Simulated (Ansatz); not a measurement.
**Run times of several calculations on MoS2 with La replacing Mo**

MoS2 with La replacing Mo, cell charge -1. Cell: 54 atoms, space group P-6m2, a = 9.507 Å, b = 9.507 Å, c = 12.324 Å, α = 90.00°, β = 90.00°, γ = 120.00°.

All runs are DFT with Ansatz 0.2.0 on 4 threads of Arm Neoverse V1 (aarch64; 8 cores open to the job, memory cap 8.0 GiB, no GPU), a shared host.

Problem. Rank the runs by wall time, shortest first.
A. single point at relaxed positions, r2SCAN, 500 eV, 3×3×2 k-points, smearing 0.01 eV
B. relaxation of the ions, PBE, 420 eV, 3×3×2 k-points, smearing 0.01 eV
C. single point, PBE, 420 eV, 3×3×2 k-points, smearing 0.01 eV

Solution. C (2.7 min, 5.2 GiB), A (4.7 min, 6.4 GiB), B (8.3 min, 6.1 GiB).
